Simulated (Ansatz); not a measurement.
Rb$_{3}$NaW$_{2}$O$_{8}$:
```yaml
crystal:
  lattice:
    - [6.14830, 0.00000, 0.00000]
    - [-3.07415, 5.32458, 0.00000]
    - [0.00000, 0.00000, 7.90222]
  atoms:
    - { symbol: Rb, position: [0.00000, 0.00000, 0.50000] }
    - { symbol: Rb, position: [0.66667, 0.33333, 0.15791] }
    - { symbol: Rb, position: [0.33333, 0.66667, 0.84209] }
    - { symbol: Na, position: [0.00000, 0.00000, 0.00000] }
    - { symbol: W, position: [0.66667, 0.33333, 0.72206] }
    - { symbol: W, position: [0.33333, 0.66667, 0.27794] }
    - { symbol: O, position: [0.82290, 0.64580, 0.80400] }
    - { symbol: O, position: [0.17710, 0.35420, 0.19600] }
    - { symbol: O, position: [0.35420, 0.17710, 0.80400] }
    - { symbol: O, position: [0.64580, 0.82290, 0.19600] }
    - { symbol: O, position: [0.82290, 0.17710, 0.80400] }
    - { symbol: O, position: [0.17710, 0.82290, 0.19600] }
    - { symbol: O, position: [0.66667, 0.33333, 0.49811] }
    - { symbol: O, position: [0.33333, 0.66667, 0.50189] }
```

Relaxed with r²SCAN. Special points in fractions of this cell's reciprocal vectors: Γ (0.000, 0.000, 0.000); M (0.500, 0.000, 0.000); K (0.333, 0.333, 0.000); A (0.000, 0.000, 0.500); L (0.500, 0.000, 0.500); H (0.333, 0.333, 0.500).

**Question.** List the band energies nearest the valence-band maximum at these points for DFT-r²SCAN with spin–orbit coupling in the program Ansatz with PAW potentials.

**Answer.** In eV from the valence-band maximum; about four levels below and three above (degenerate sets whole), none deeper than 8.9 eV; points with the same levels are listed once.

```json
[
 {"k": "Γ", "below": "-0.05 -0.05 -0.01 -0.01", "above": "5.58 5.58 5.76 5.76"},
 {"k": "M", "below": "-0.16 -0.16 0.00 0.00", "above": "5.73 5.73 5.87 5.87"},
 {"k": "K", "below": "-0.14 -0.14 -0.10 -0.10", "above": "5.81 5.81 5.84 5.84"},
 {"k": "A", "below": "-0.05 -0.05 -0.03 -0.03", "above": "5.85 5.85 5.87 5.87"},
 {"k": "L", "below": "-0.13 -0.13 -0.07 -0.07", "above": "5.76 5.76 5.85 5.85"},
 {"k": "H", "below": "-0.19 -0.19 -0.16 -0.16", "above": "5.83 5.83 5.97 5.97"}
]
```

Space group P-3m1. The workflow started from a Materials Project entry (that database holds measured and hypothetical structures alike); the Crystallography Open Database copy checked does not list it. Whether it is the stable phase at ambient conditions was not checked. The cell was relaxed with r²SCAN under the symmetry of its start; its stability against distortions is not shown here. The run is not spin-polarised. No Hubbard U is applied.

Potentials: the later of the program's two PAW sets.
